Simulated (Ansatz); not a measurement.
**Several inputs for MoS2**

Cell: a structure deposited in the COD, atoms as given.

Space group P6_3/mmc (No. 194); a = 3.1690, c = 12.3240 Å, γ = 120.00°.

```
site  Wyckoff  site symmetry       x       y       z
  Mo       2c           -6m2  0.3333  0.6667  0.2500
   S       4f            3m.  0.3333  0.6667  0.6230
```

One atom of each set is listed.

Reference run. The numbers come from a DFT calculation in Ansatz (PBE, plane waves and PAW, scalar-relativistic, collinear spin, 420 eV cutoff, Γ-centred 11×11×3 k-points, Fermi–Dirac smearing 0.02 eV). Start moments as typed (μB): 2 on each Mo, none on the rest.

It gives V_zz (10²¹ V/m²) Mo -7.53 (η 0.00), S -5.24 (η 0.00). Each of these runs changes the input as listed (caps on SCF iterations aside):

A. scf.occupations.method: fermi_dirac → cold; scf.occupations.width: 0.02 → 0.01; scf.convergence.dr2_threshold: not typed → 1e-08
B. kpoints.mp_grid.shift: not typed → [0.5, 0.5, 0.5]
C. hamiltonian.xc: pbe → lda; scf.mixing.algorithm: not typed → anderson; scf.mixing.beta: not typed → 0.3; accuracy: not typed → medium
D. hamiltonian.hubbard: not typed → {sites: [{species: Mo, l: d, u_eff: 3.0}], double_counting: amf}

(1) How does each run end, and how far do the gradients move?

Answers

(1) 

| run | Mo V_zz (η) | S V_zz (η) | largest change of a gradient tensor, all atoms | note |
| --- | --- | --- | --- | --- |
| A | -7.53 (0.00) | -5.24 (0.00) | 0.00 | converged |
| B | -7.53 (0.00) | -5.24 (0.00) | 0.00 | converged; the mesh lowers the symmetry |
| C | -7.64 (0.00) | -5.26 (0.00) | 0.11 | converged; another functional |
| D | -8.48 (0.00) | -5.37 (0.00) | 0.95 | converged |

Run D moves them most, on Mo (V_zz from -7.53 to -8.48).

Run C changes hamiltonian.xc, accuracy together, so the table can't tell their shares apart.

On the reference run: Without spin–orbit coupling (the program notes it for Mo) the gradients can shift somewhat, as the gap is small. The start moments die out, and the run ends without spin.
